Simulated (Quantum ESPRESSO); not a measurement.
# W3Ga2MgInTi: input and log of a self-consistent run

A calculation, not a measurement. The program is pw.x of Quantum ESPRESSO 7.5 (plane-wave density functional theory). The cell is made up: eight metal atoms on a face-centred cubic lattice, with elements, volume, strain and displacements drawn at random and not relaxed, so it may be unstable or far from any real phase. PseudoDojo standard norm-conserving files set the functional (PBE unless stated); there is no spin polarisation or spin-orbit coupling, the Fermi-Dirac width of 0.25 eV means electrons at about 2900 K, and the masses in the input are unused placeholders. Heavy elements are run without spin-orbit coupling, which real alloys of them have. A spin test at this wide smearing found no moment, but such smearing suppresses magnetism that the real alloy may have.

Input:

```
&control calculation='scf', pseudo_dir='./dojo.nc.sr.pbe.v0_5.standard.upf', outdir='./o', disk_io='minimal', tprnfor=.true., tstress=.true. /
&system ibrav=0, nat=8, ntyp=5, nbnd=65, ecutwfc=84.00895049, nosym=.true., tot_charge=0,
 occupations='smearing', smearing='fd', degauss=0.0183746611
/
&electrons conv_thr=1.470e-08, electron_maxstep=70, mixing_beta=0.5 /
ATOMIC_SPECIES
Ga 1.0 Ga.upf
In 1.0 In.upf
Mg 1.0 Mg.upf
Ti 1.0 Ti.upf
W 1.0 W.upf
CELL_PARAMETERS angstrom
-0.0082 -2.1235 -2.1204
2.195 4.2437 -2.1089
8.4304 -4.1097 4.1364
ATOMIC_POSITIONS angstrom
W 0.0527 -0.0339 -0.1042
Ga 4.1571 -2.0146 1.9744
W 4.1774 -0.1298 -0.1307
Mg 8.5041 -1.8862 1.9661
W 2.1709 -2.0992 -0.061
In 6.3418 -4.3009 2.0941
Ga 2.2035 0.0446 -1.9433
Ti 6.4047 -1.9327 -0.12
K_POINTS automatic
8 5 3 1 1 1
```

The log is shortened where brackets say so; the opening notice, blank lines, dates and the lines on written files are dropped, and the path of the files is cut. It prints rydbergs, bohrs and kilobars, and counts compression as positive stress. Its total energy is the free energy E - TS of the whole cell.

```
     Program PWSCF v.7.5
     Parallel version (MPI & OpenMP), running on       4 processor cores
     Number of MPI processes:                 4
     Threads/MPI process:                     1
     [start-up lines left out]
     bravais-lattice index     =            0
     lattice parameter (alat)  =       5.6709  a.u.
     unit-cell volume          =    1025.3957 (a.u.)^3
     number of atoms/cell      =            8
     number of atomic types    =            5
     number of electrons       =       103.00
     number of Kohn-Sham states=           65
     kinetic-energy cutoff     =      84.0090  Ry
     charge density cutoff     =     336.0358  Ry
     scf convergence threshold =      1.5E-08
     mixing beta               =       0.5000
     number of iterations used =            8  plain     mixing
     Exchange-correlation= PBE
                           (   1   4   3   4   0   0   0)
     [axes and pseudopotential details left out]
   Cartesian axes
     site n.     atom                  positions (alat units)
         1        W      tau(   1) = (   0.0175614  -0.0112966  -0.0347229  )
         2        Ga     tau(   2) = (   1.3852833  -0.6713314   0.6579354  )
         3        W      tau(   3) = (   1.3920479  -0.0432537  -0.0435536  )
         4        Mg     tau(   4) = (   2.8338475  -0.6285443   0.6551696  )
         5        W      tau(   5) = (   0.7234157  -0.6995229  -0.0203272  )
         6        In     tau(   6) = (   2.1132976  -1.4332022   0.6978234  )
         7        Ga     tau(   7) = (   0.7342791   0.0148622  -0.6475719  )
         8        Ti     tau(   8) = (   2.1342580  -0.6440396  -0.0399880  )
     number of k points=    60  Fermi-Dirac smearing, width (Ry)=  0.0184
                       cart. coord. in units 2pi/alat
        k(    1) = (   0.0898861  -0.0132924  -0.0754891), wk =   0.0333333
        k(    2) = (  -0.0875515   0.0482152  -0.1364004), wk =   0.0333333
     [further k points left out]
     Dense  grid:   106681 G-vectors     FFT dimensions: (  36,  60, 120)
     Estimated max dynamical RAM per process >     394.07 MB
     Estimated total dynamical RAM >       1.46 GB
     Initial potential from superposition of free atoms
     starting charge     102.9868, renormalised to     103.0000
     Starting wfcs are   72 randomized atomic wfcs
     total cpu time spent up to now is        6.6 secs
     per-process dynamical memory:   313.8 Mb
     Self-consistent Calculation
     iteration #  1     ecut=    84.01 Ry     beta= 0.50
     Davidson diagonalization with overlap
     ethr =  1.00E-02,  avg # of iterations =  2.9
     Threshold (ethr) on eigenvalues was too large:
     Diagonalizing with lowered threshold
     Davidson diagonalization with overlap
     ethr =  5.58E-04,  avg # of iterations =  3.7
     total cpu time spent up to now is       38.9 secs
     total energy              =   -1130.93495554 Ry
     estimated scf accuracy    <       0.57090680 Ry
     iteration #  2     ecut=    84.01 Ry     beta= 0.50
     Davidson diagonalization with overlap
     ethr =  5.54E-04,  avg # of iterations =  8.7
     total cpu time spent up to now is       61.0 secs
     total energy              =   -1130.10017193 Ry
     estimated scf accuracy    <      22.92752246 Ry
     iteration #  3     ecut=    84.01 Ry     beta= 0.50
     Davidson diagonalization with overlap
     ethr =  5.54E-04,  avg # of iterations =  7.7
     total cpu time spent up to now is       79.3 secs
     total energy              =   -1131.06970941 Ry
     estimated scf accuracy    <       1.17930522 Ry
     iteration #  4     ecut=    84.01 Ry     beta= 0.50
     Davidson diagonalization with overlap
     ethr =  5.54E-04,  avg # of iterations =  3.5
     total cpu time spent up to now is       93.7 secs
     total energy              =   -1131.01900265 Ry
     estimated scf accuracy    <       3.85146030 Ry
     iteration #  5     ecut=    84.01 Ry     beta= 0.50
     Davidson diagonalization with overlap
     ethr =  5.54E-04,  avg # of iterations =  2.0
     total cpu time spent up to now is      106.5 secs
     total energy              =   -1131.19052743 Ry
     estimated scf accuracy    <       0.21553904 Ry
     [iterations 6 to 11 left out]
     iteration # 12     ecut=    84.01 Ry     beta= 0.50
     Davidson diagonalization with overlap
     ethr =  1.30E-08,  avg # of iterations =  1.3
     total cpu time spent up to now is      211.3 secs
     total energy              =   -1131.20203186 Ry
     estimated scf accuracy    <       0.00000313 Ry
     iteration # 13     ecut=    84.01 Ry     beta= 0.50
     Davidson diagonalization with overlap
     ethr =  3.04E-09,  avg # of iterations =  2.3
     total cpu time spent up to now is      225.1 secs
     total energy              =   -1131.20203213 Ry
     estimated scf accuracy    <       0.00000114 Ry
     iteration # 14     ecut=    84.01 Ry     beta= 0.50
     Davidson diagonalization with overlap
     ethr =  1.10E-09,  avg # of iterations =  2.5
     total cpu time spent up to now is      238.4 secs
     total energy              =   -1131.20203220 Ry
     estimated scf accuracy    <       0.00000021 Ry
     iteration # 15     ecut=    84.01 Ry     beta= 0.50
     Davidson diagonalization with overlap
     ethr =  2.00E-10,  avg # of iterations =  4.8
     total cpu time spent up to now is      254.8 secs
     total energy              =   -1131.20203223 Ry
     estimated scf accuracy    <       0.00000002 Ry
     iteration # 16     ecut=    84.01 Ry     beta= 0.50
     Davidson diagonalization with overlap
     ethr =  2.05E-11,  avg # of iterations =  3.5
     total cpu time spent up to now is      272.2 secs
     End of self-consistent calculation
     [lines on levels left out]
!    total energy              =   -1131.20203223 Ry
     estimated scf accuracy    <          1.7E-09 Ry
     smearing contrib. (-TS)   =      -0.11874718 Ry
     internal energy E=F+TS    =   -1131.08328505 Ry
     The total energy is F=E-TS. E is the sum of the following terms:
     one-electron contribution =    -359.49421437 Ry
     hartree contribution      =     236.71275453 Ry
     xc contribution           =    -256.10115674 Ry
     ewald contribution        =    -752.20066846 Ry
     convergence has been achieved in  16 iterations
     Forces acting on atoms (cartesian axes, Ry/au):
     atom    1 type  5   force =     0.07151114   -0.03067102    0.03657217
     atom    2 type  1   force =    -0.01763626   -0.00508797    0.00499187
     atom    3 type  5   force =     0.02277079    0.01182006   -0.00737976
     atom    4 type  3   force =     0.02476398   -0.03558187    0.03314016
     atom    5 type  5   force =    -0.03772738    0.01118752    0.00677688
     atom    6 type  2   force =     0.00912466    0.03791466   -0.03274414
     atom    7 type  1   force =    -0.00277915    0.00690006   -0.03024179
     atom    8 type  4   force =    -0.07002778    0.00351856   -0.01111539
     Total force =     0.147110     Total SCF correction =     0.000199
     Computing stress (Cartesian axis) and pressure
          total   stress  (Ry/bohr**3)                   (kbar)     P=      -98.97
  -0.00065927  -0.00012791   0.00019470          -96.98      -18.82       28.64
  -0.00012791  -0.00070053  -0.00007033          -18.82     -103.05      -10.35
   0.00019470  -0.00007033  -0.00065849           28.64      -10.35      -96.87
     init_run     :      6.24s CPU      6.48s WALL (       1 calls)
     electrons    :    264.04s CPU    265.64s WALL (       1 calls)
     forces       :      3.12s CPU      3.14s WALL (       1 calls)
     stress       :     10.12s CPU     10.31s WALL (       1 calls)
     [timing details left out]
     PWSCF        :   4m43.71s CPU   4m45.77s WALL
     JOB DONE.
```

In other units: free energy -15390.788 eV for the cell, pressure -9.90 GPa, largest force component 1.839 eV/Å in size. The run took 288 s of wall time with four MPI processes on a shared machine (Intel Xeon, 2023 or later, virtual cores), so the time is rough. A rerun of this cell at a higher cutoff and on a denser mesh moved values by no more than 0.004 eV in energy, 0.02 GPa in stress and 0.004 eV/Å in force, and a second program with other atomic files agreed on that cell to 2 % rms in force and 0.5 GPa in pressure.